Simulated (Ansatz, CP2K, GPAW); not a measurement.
**AlSn: 3 runs at one level of theory**

```
Sn Al
1.0
     4.19811    0.00000    0.00000
    -2.09905    3.63567    0.00000
     0.00000    0.00000    3.30685
Sn Al
1 1
Cartesian
  0.0000 2.4238 1.6534
  0.0000 0.0000 0.0000
```

The cell comes from a database or a generator and needn't be the stable form of this composition.

Alike in all runs: task single point; functional LDA; k mesh 7 × 7 × 8; occupations gaussian, width 0.02 eV; no spin polarisation; no spin-orbit coupling. LDA stands for any of its common fits. Pressure is positive in compression and, in plane waves, holds the error of the finite cutoff.

```tsv
program and potentials	plane-wave cutoff (eV)	notes	pressure (GPa)
CP2K, GTH_POTENTIALS Sn GTH-PADE-q4, Al GTH-PADE-q3; TZVP-MOLOPT-PBE-GTH basis	-	atomic basis; 3.5 valence electrons an atom on average	-3.33
GPAW, the program's PAW data sets (release 1.2.1) made for this functional	600	8.5 valence electrons an atom on average	-3.13
Ansatz, all-electron LAPW, scalar-relativistic	-	-	-3.01
```

The pressure spans -3.33 (CP2K, GTH_POTENTIALS Sn GTH-PADE-q4, Al GTH-PADE-q3; TZVP-MOLOPT-PBE-GTH basis) to -3.01 GPa (Ansatz, all-electron LAPW, scalar-relativistic), with all-electron results at -3.01. Rows in atomic bases carry the error of their basis and grid, which can be large.

Differences between rows come from potentials, basis sets and numerical settings, since the functional is the same but for its coding. Runs on potential files found faulty are left out.
